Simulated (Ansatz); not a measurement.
Structure optimisation: barium, diamond

All numbers below come from DFT, BLYP, plane waves (420 eV) with PAW, scalar-relativistic in Ansatz 0.2.0. The PAW files were generated under PBE, with cores re-solved for the functional.

k-point mesh 6×6×6, Fermi-Dirac smearing 0.1 eV, no spin polarisation. Cell and atoms relax.

Starting structure:

```yaml
crystal:
  lattice:
    - [0.00000, 4.38603, 4.38603]
    - [4.38603, 0.00000, 4.38603]
    - [4.38603, 4.38603, 0.00000]
  atoms:
    - { symbol: Ba, position: [0.12500, 0.12500, 0.12500] }
    - { symbol: Ba, position: [0.87500, 0.87500, 0.87500] }
```

The pressure at the start is 0.5 GPa. By how much does the volume change?

From 84.37 to 161.27 Å³ per atom, 91.1 %. The final cell has a = 10.886 Å.

How much energy does the relaxation gain?

121.5 meV per atom.
